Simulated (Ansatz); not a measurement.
Ti3IrC2:
```
Ti3IrC2
1.0
    3.01786     0.00000     0.00000
   -1.50893     2.61354     0.00000
    0.00000     0.00000    18.23277
Ti Ir C
6 2 4
Direct
  0.66667   0.33333   0.36595
  0.33333   0.66667   0.63405
  0.33333   0.66667   0.86595
  0.66667   0.33333   0.13405
  0.00000   0.00000   0.50000
  0.00000   0.00000   0.00000
  0.00000   0.00000   0.75000
  0.00000   0.00000   0.25000
  0.33333   0.66667   0.42876
  0.66667   0.33333   0.57124
  0.66667   0.33333   0.92876
  0.33333   0.66667   0.07124
```

Relaxed with PBE. Special points in fractions of this cell's reciprocal vectors: Γ (0.000, 0.000, 0.000); M (0.500, 0.000, 0.000); K (0.333, 0.333, 0.000); A (0.000, 0.000, 0.500); L (0.500, 0.000, 0.500); H (0.333, 0.333, 0.500).

Question: List the band energies nearest the Fermi level at these points for DFT-PBE in the program Ansatz with PAW potentials.

Answer: In eV from the Fermi level; about four levels below and three above (degenerate sets whole), none deeper than 8.9 eV; points with the same levels are listed once.

```
k                          below                above
-  -----------------------------  -------------------
Γ  -1.20 -1.20 -0.42 -0.42 -0.30       0.38 0.49 0.62
M        -1.56 -1.03 -0.33 -0.23       0.30 0.33 0.40
K        -2.40 -2.40 -0.39 -0.34       0.67 0.67 1.17
A        -0.73 -0.73 -0.73 -0.73  0.07 0.07 0.58 0.58
L        -1.24 -1.24 -0.28 -0.28  0.32 0.32 0.40 0.40
H        -2.39 -2.39 -0.37 -0.37  0.67 0.67 1.21 1.21
```

Space group P6_3/mmc. The start of the workflow was typed in or built on a structure type; neither database checked (COD, Materials Project) lists it. Whether it is the stable phase at ambient conditions was not checked. Symmetry was held in the PBE relaxation; whether a distortion lowers the energy is not shown. The run is not spin-polarised. Spin–orbit coupling is left out wherever it is not named.

Potentials: the earlier of the program's two PAW sets.
